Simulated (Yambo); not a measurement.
Yambo run on MoTe2 (space group P6_3/mmc, No. 194). The wavefunctions are PBE (stringent potentials; pw.x of Quantum ESPRESSO, ONCV potentials, without SOC) ones on a 3×3×1 mesh (62 occupied bands); a = b = 3.496 Å, c = 13.690 Å, α = β = 90.00°, γ = 120.00°.

Yambo input:

```
rim_cut
gw0
dyson
el_el_corr
HF_and_locXC
ppa
em1d
RandQpts= 1000000
RandGvec= 1 Ry
EXXRLvcs= 106.6 Ry
VXCRLvcs= 426.4 Ry
Chimod= "HARTREE"
% BndsRnXp
 19 | 475 |
%
NGsBlkXp= 12 Ry
% LongDrXp
 1.0 | 1.0 | 1.0 |
%
PPAPntXp= 27.2114 eV
% GbndRnge
 1 | 268 |
%
GTermKind= "BG"
DysSolver= "n"
ExtendOut
% QPkrange
 1 | 1 | 62 | 62 |
 3 | 3 | 62 | 63 |
%
```

k points by index: 1 = Γ, 3 = K.

The o-*.qp file then holds:

```
#    K-point    Band    Eo [eV]    E [eV]    E-Eo [eV]    Vxc [eV]    Vnlxc [eV]    Sc|Eo [eV]    Sc|E [eV]    dSc/dw|Eo [eV]    Re(Z)    Im(Z)
#
    1    62    0.000000    -0.111923    -0.111923    -16.32210    -16.42265    -0.043168    -0.011380    -7.726002    0.778859    -0.001373
    3    62    -0.078204    -0.158132    -0.079928    -16.26285    -16.83785    0.471784    0.495072    -7.923390    0.774483    -0.001409
    3    63    0.948795    1.061293    0.112498    -14.41936    -10.61485    -3.662449    -3.692018    -7.147020    0.791984    -0.001292
```
(The two width columns are left out.) Convergence of these settings isn't established.

Geometry relaxed with PBE+D3(BJ).
